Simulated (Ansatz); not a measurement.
AlNi (CsCl type)

```
CELL_PARAMETERS angstrom
      2.89266     0.00000     0.00000
      0.00000     2.89266     0.00000
      0.00000     0.00000     2.89266
ATOMIC_POSITIONS crystal
  Al 0.00000 0.00000 0.00000
  Ni 0.50000 0.50000 0.50000
```

The slice is a {110} plane (indices of the conventional cell) through the point (0.500, 0.500, 0.500) (fractional), spanned by u = [100] and v = [011] in vectors of this cell: u (2.89 Å) and v (4.09 Å, at 90° to u). It covers one period; positions are fractions (u, v).

Level of theory: PBE (plane waves to 420 eV, PAW, scalar-relativistic; Ansatz, a quantum-chemistry and plane-wave program). k mesh 16×16×16. These are valence fields of a PAW run, semicore shells included where kept as valence: close to a nucleus they are smooth pseudo fields. AlNi is run without spin polarisation. AlNi was relaxed with its symmetry unable to fall. The PAW data are Ansatz's earlier set.

Three fields on this plane, each scaled to ten steps between its own extremes (0 low, 9 high; the total valence density on a logarithmic scale, the potential cut 8 eV below its top; x marks points blanked near nuclei; v = 0 in the bottom row):

Map A
```
|xxxxxxx3799973xxxxxx|
|xxxxxxx4799974xxxxxx|
|xxxxxxx6899986xxxxxx|
|xxxxxx368898863xxxxx|
|xxxxx25677777652xxxx|
|xxxx2455555555542xxx|
|23444432100012344443|
|6665430xxxxxxx034566|
|877530xxxxxxxxx03577|
|88640xxxxxxxxxxx0468|
|8763xxxxxxxxxxxxx367|
|8751xxxxxxxxxxxxx157|
|7740xxxxxxxxxxxxx047|
|7640xxxxxxxxxxxxx046|
|7740xxxxxxxxxxxxx047|
|8751xxxxxxxxxxxxx157|
|8763xxxxxxxxxxxxx367|
|88640xxxxxxxxxxx0468|
|877530xxxxxxxxx03577|
|6665430xxxxxxx034566|
|23444432100012344443|
|xxxx2455555555542xxx|
|xxxxx25677777652xxxx|
|xxxxxx368898863xxxxx|
|xxxxxxx6899986xxxxxx|
|xxxxxxx4799974xxxxxx|
|xxxxxxx3799973xxxxxx|
|xxxxxxx2799972xxxxxx|
```

Map B
```
|xxxxxxx0134310xxxxxx|
|xxxxxxx0245420xxxxxx|
|xxxxxxx1356531xxxxxx|
|xxxxxx125676521xxxxx|
|xxxxx12578887521xxxx|
|xxxx1357999997531xxx|
|00124689999999864210|
|2235799xxxxxxx997532|
|556899xxxxxxxxx99865|
|77899xxxxxxxxxxx9987|
|8899xxxxxxxxxxxxx998|
|9999xxxxxxxxxxxxx999|
|9999xxxxxxxxxxxxx999|
|9998xxxxxxxxxxxxx899|
|9999xxxxxxxxxxxxx999|
|9999xxxxxxxxxxxxx999|
|8899xxxxxxxxxxxxx998|
|77899xxxxxxxxxxx9987|
|556899xxxxxxxxx99865|
|2235799xxxxxxx997532|
|00124689999999864210|
|xxxx1357999997531xxx|
|xxxxx12578887521xxxx|
|xxxxxx125676521xxxxx|
|xxxxxxx1356531xxxxxx|
|xxxxxxx0245420xxxxxx|
|xxxxxxx0134310xxxxxx|
|xxxxxxx0134310xxxxxx|
```

Map C
```
|xxxxxxx8411148xxxxxx|
|xxxxxxx7311137xxxxxx|
|xxxxxxx6311136xxxxxx|
|xxxxxx852111258xxxxx|
|xxxxx96321112369xxxx|
|xxxx9643211123469xxx|
|99875433211123345789|
|4444432xxxxxxx234444|
|222222xxxxxxxxx22222|
|11112xxxxxxxxxxx2111|
|0001xxxxxxxxxxxxx100|
|0000xxxxxxxxxxxxx000|
|0000xxxxxxxxxxxxx000|
|0000xxxxxxxxxxxxx000|
|0000xxxxxxxxxxxxx000|
|0000xxxxxxxxxxxxx000|
|0001xxxxxxxxxxxxx100|
|11112xxxxxxxxxxx2111|
|222222xxxxxxxxx22222|
|4444432xxxxxxx234444|
|99875433211123345789|
|xxxx9643211123469xxx|
|xxxxx96321112369xxxx|
|xxxxxx852111258xxxxx|
|xxxxxxx6311136xxxxxx|
|xxxxxxx7311137xxxxxx|
|xxxxxxx8411148xxxxxx|
|xxxxxxx9411149xxxxxx|
```

Problem. Assign the maps to these fields: electron localisation function (ELF); valence electron density; electrostatic potential energy of an electron, from the cell's mean.

Solution. A is the electrostatic potential energy of an electron, from the cell's mean; B is the electron localisation function (ELF); C is the valence electron density.
